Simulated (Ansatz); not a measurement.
Computed with DFT PBE, scalar-relativistic, plane waves, PAW in Ansatz. Settings: cutoff 420 eV, Γ-centred meshes spaced at most about 0.3 Å⁻¹, and about 0.25 Å⁻¹ or finer for metals (2π included), Gaussian smearing. No spin polarisation in the final relaxations.

These are static total energies at zero pressure.

Two relaxed structures of Si₂GeP₃:

A.

```xyz
6
Lattice="-2.4121 2.4121 4.8106 2.4121 -2.4121 4.8106 2.4121 2.4121 -4.8106" Properties=species:S:1:pos:R:3 pbc="T T T"
Si    0.0000    2.4121    2.4053
Si    2.4121    0.0000    2.4053
Ge    0.0000    0.0000    4.8106
P     0.0000    2.4121    0.0000
P     2.4121    0.0000    0.0000
P     0.0000    0.0000    0.0000
```

B.

```xyz
6
Lattice="6.1795 0.0000 0.0000 -3.0897 5.3516 0.0000 0.0000 0.0000 3.2118" Properties=species:S:1:pos:R:3 pbc="T T T"
Si    0.0000    3.5677    0.0000
Si    3.0897    1.7839    0.0000
Ge    0.0000    0.0000    0.0000
P     3.0897    0.0000    1.6059
P     1.5449    2.6758    1.6059
P    -1.5449    2.6758    1.6059
```

Question: Which is lower in energy, and by how much?

Answer: B is lower, by 143 meV/atom. A has space group I4/mmm (No. 139), 18.7 Å³/atom and no gap on its mesh; B has space group P6/mmm (No. 191), 17.7 Å³/atom and no gap. The shortest distance is 2.41 Å (Si–P) in A and 2.40 Å (Si–P) in B. A holds P–P nets (shortest 2.41 Å); in B the shortest P–P distance is 3.09 Å. The denser one is the lower, and pressure would at first widen the difference. Even the lower one lies +0.52 eV/atom against the reference forms of the elements (uncorrected), so neither is stable at this level. In A, Si is surrounded by 2 P at 2.41 Å; Ge has 4 P at 2.41 Å; around P on a site of symmetry mmm lie 2 Si at 2.41 Å, 2 Ge at 2.41 Å and 2 P at 2.41 Å; 1 more site not described. In B, Si has 6 P at 2.40 Å, 2 Si at 3.21 Å, 3 Ge at 3.57 Å and 3 Si at 3.57 Å; around Ge lie 2 Ge at 3.21 Å, 12 P at 3.48 Å and 6 Si at 3.57 Å; around P lie 4 Si at 2.40 Å, 6 P at 3.09–3.21 Å and 4 Ge at 3.48 Å. Both come from invented guesses. A third cell relaxed alike, in P4/mmm, lies 52 meV/atom below the lower of the two.

In I4/mmm, P6/mmm an odd number of electrons in the primitive cell allows no gap without spin; a larger cell or a magnetic state could open one. A magnetic state wasn't ruled out in cells without spin, among them I4/mmm, P6/mmm. Cells relaxed within their symmetry can be saddle points.
